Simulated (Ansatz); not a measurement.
This run works on a generated trial structure, not on a known crystal.

Input and command of a plane-wave DFT calculation in Ansatz:

```yaml
crystal:
  lattice:
    - [3.1812457797, -0.025202351, 0.0505308389]
    - [-0.0436517525, 5.4471836606, 0.0131078727]
    - [0.1240903628, 0.0185845963, 7.9278782941]
  atoms:
    - { symbol: Ca, position: [-0.009387384, 0.0090571814, -0.0023760655] }
    - { symbol: Ca, position: [0.4965145035, 0.5087882419, 0.0054417827] }
    - { symbol: Mg, position: [0.9991054148, 0.3259470793, 0.3492473087] }
    - { symbol: Mg, position: [0.4863369734, 0.8288692206, 0.3439947193] }
    - { symbol: Mg, position: [0.5007265121, 0.1690591956, 0.6462667802] }
    - { symbol: Mg, position: [0.9825432003, 0.6659500104, 0.6583179201] }
    - { symbol: O, position: [1.0099293245, 0.3314289665, 0.8154717132] }
    - { symbol: O, position: [0.484681646, 0.8390780107, 0.8187470872] }
    - { symbol: O, position: [0.4940251924, 0.1614840711, 0.1909832989] }
    - { symbol: O, position: [1.0225994602, 0.6665266285, 0.1822591029] }
    - { symbol: O, position: [0.0299913455, -0.0024520081, 0.5034929047] }
    - { symbol: O, position: [0.5029338112, 0.4962634022, 0.4881534477] }
basis:
  ecutwfc: 420
kpoints:
  mp_grid: { grid: [4, 4, 2] }
hamiltonian:
  xc: pbe
scf:
  occupations: { method: gaussian, width: 0.1 }
  lower_state_search: "off"
output:
  forces: true
  stress: true
  eigenvalues: true
relax:
  adjacent_minimum: "off"
  f_tol: 0.025
  max_steps: 60
  cell: { stress_tol: 0.25 }
```

```bash
ansatz run input.yaml --threads 1 --pin off --max-ram 2560MiB --backend cpu --events-out ev --progress --plain --runs-dir out
```

Processor: Arm Neoverse N1, 1 thread, on a host shared with other jobs.

Question: How long does it run, and how much memory does it take?

Answer: About 3.4 min, peak memory 0.41 GiB. It solves 60 bands at 20 k points (after reduction by symmetry) with about 2569 plane waves (on the last cell), in 45 SCF iterations over 8 ionic steps.
